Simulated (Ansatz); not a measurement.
Input and command of a plane-wave DFT calculation in Ansatz:

```yaml
crystal:
  lattice:
    - [3.846033, -3.286987, -5.091833]
    - [3.664042, -2.230723, 4.41244]
    - [-1.187521, -8.296663, -0.766152]
  atoms:
    - { symbol: Si, position: [0.0598569348, 0.2828454269, 0.9839643206] }
    - { symbol: Si, position: [0.4908789937, 0.8743091304, 0.0826757699] }
    - { symbol: Si, position: [0.827140174, 0.570714863, 0.3457831112] }
    - { symbol: Si, position: [0.0151561656, 0.6669648699, 0.0056929364] }
    - { symbol: Si, position: [0.3976867271, 0.2661293808, 0.0121425791] }
    - { symbol: Ti, position: [0.1032471446, 0.9269824779, 0.1946711217] }
    - { symbol: Zn, position: [0.1740652506, 0.2780214572, 0.6563519685] }
    - { symbol: Zn, position: [0.9325955136, 0.1859282418, 0.5083985445] }
    - { symbol: Zn, position: [0.7038104504, 0.8432306997, 0.5500244809] }
    - { symbol: Zn, position: [0.4204650354, 0.6603616655, 0.4203330032] }
    - { symbol: Zn, position: [0.226289239, 0.4999105687, 0.2385150094] }
    - { symbol: Zn, position: [0.7822768907, 0.2786023865, 0.8355149341] }
    - { symbol: Zn, position: [0.7248537275, 0.0161409704, 0.2087520886] }
    - { symbol: Zn, position: [0.4271572001, 0.5137445828, 0.7310757295] }
    - { symbol: Zn, position: [0.020491355, 0.6496500283, 0.5547776286] }
    - { symbol: Zn, position: [0.5688030914, 0.2216632897, 0.4906119085] }
    - { symbol: Zn, position: [0.3121498873, 0.0752958225, 0.3792282612] }
    - { symbol: Zn, position: [0.8209323469, 0.8198130545, 0.8258904481] }
    - { symbol: Zn, position: [0.6368523217, 0.4501665001, 0.1427861929] }
    - { symbol: Zn, position: [0.3674074033, 0.925076517, 0.8175685918] }
basis:
  ecutwfc: 420
kpoints:
  mp_grid: { grid: [5, 5, 5] }
hamiltonian:
  xc: pbe
scf:
  occupations: { method: gaussian, width: 0.1 }
  n_extra_bands: 10
output:
  forces: true
  stress: true
  eigenvalues: true
  populations: true
  dos:
    method: { smearing: { sigma: 0.1, scheme: gaussian } }
    projected: true
    de: 0.02
  write_density: true
  write_potential: true
  elf: true
  volumetric_format: npy
```

```bash
ansatz run input.yaml --threads 4 --pin off --max-ram 9216MiB --backend cpu --events-out ev --progress --plain --runs-dir out
```

Processor: Intel(R) Xeon(R) 6975P-C (Granite Rapids), 4 threads, on a host shared with other jobs.

Question: How long does it run, and how much memory does it take?

Answer: About 61 s on 4 threads of Intel(R) Xeon(R) 6975P-C (Granite Rapids), with other jobs on the host, peak memory 2.1 GiB. It solves 110 bands at 63 k points (the mesh reduced by symmetry) with about 6309 plane waves, in 9 SCF iterations.
